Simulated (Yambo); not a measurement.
Absorption of NaLuO2 (space group R-3m, No. 166) under isotropic strain of -3 % on all lattice vectors with and without the electron-hole interaction (Yambo, PBEsol bands; 8×8×8 mesh, 9 valence and 1 conduction bands, static screening with 42 bands and a 4 Ry block, scissor 0.47 eV, Tamm-Dancoff; field along x). Axes are Cartesian, with cell vectors (Å) (1.60, 0.92, 5.32), (-1.60, 0.92, 5.32), (0.00, -1.85, 5.32).

```csv
E (eV),"Im ε, BSE","Im ε, independent quasiparticles"
3.17,0.27,0.06
3.22,0.30,0.07
3.27,0.33,0.07
3.32,0.36,0.07
3.37,0.40,0.07
3.42,0.45,0.08
3.47,0.50,0.08
3.52,0.57,0.09
3.57,0.65,0.09
3.62,0.76,0.09
3.67,0.88,0.10
3.72,1.05,0.10
3.77,1.27,0.11
3.82,1.56,0.12
3.87,1.96,0.12
3.92,2.53,0.13
3.97,3.36,0.14
4.02,4.59,0.15
4.07,6.35,0.16
4.12,8.59,0.18
4.17,10.5,0.19
4.22,10.7,0.21
4.27,8.96,0.23
4.32,6.83,0.25
4.37,5.16,0.28
4.42,4.09,0.32
4.47,3.50,0.36
4.52,3.26,0.42
4.57,3.20,0.49
4.62,3.13,0.59
4.67,2.91,0.69
4.72,2.64,0.80
4.77,2.48,0.95
4.82,2.49,1.15
4.88,2.61,1.37
4.93,2.75,1.57
4.98,2.87,1.73
5.03,2.87,1.88
5.08,2.81,2.08
5.13,2.87,2.37
5.18,3.14,2.70
5.23,3.45,2.96
5.28,3.44,3.16
5.33,3.06,3.35
5.38,2.65,3.51
5.43,2.33,3.63
5.48,2.05,3.76
5.53,1.78,3.91
5.58,1.59,4.01
5.63,1.52,4.03
5.68,1.51,4.09
5.73,1.48,4.30
5.78,1.40,4.68
5.83,1.35,5.05
5.88,1.38,5.25
5.93,1.41,5.27
5.98,1.35,5.12
6.03,1.22,4.90
6.08,1.11,4.66
6.13,1.08,4.49
6.18,1.12,4.43
6.23,1.14,4.41
6.28,1.10,4.29
6.33,1.02,4.07
6.38,0.99,3.88
6.43,1.01,3.76
6.48,1.00,3.62
6.53,0.92,3.46
```

The scissor comes from a G0W0 run whose convergence isn't established. Broadening 0.15 eV. The band window holds all transitions up to 6.5 eV. Fine structure above the onset can come from the mesh.

The 4f states are in the valence at their DFT position.

Geometry strained from the cell relaxed with PBEsol, atoms relaxed again; primitive cell a = 5.6361 Å, b = 5.6361 Å, c = 5.6361 Å, α = 33.02°, β = 33.02°, γ = 33.02°.

The structure is a Materials Project entry; no match was found in the copy of COD used, and its stability was not checked.
